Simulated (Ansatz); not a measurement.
Question: TePt (CsCl type, Pm-3m) is relaxed with PBE (plane waves, PAW; program Ansatz). What lattice parameters of the conventional cell result?

Answer: a = 3.442 Å.

These are the values of the symmetrised cell.

Question: Is it a metal or does it have a gap at this level?

Answer: No gap at this level.

The start of the workflow was typed in or built on a structure type; neither database checked (COD, Materials Project) lists it. COD files the formula under space group No. 166, 194. Whether it is the stable phase at ambient conditions was not checked. The PBE relaxation kept the symmetry of its start; its stability against distortions is not shown here. No spin polarisation was allowed. Its formation energy is positive at this level, so the cell may be metastable or incomplete. Spin–orbit coupling is left out wherever it is not named.

Potentials: the later of the program's two PAW sets.
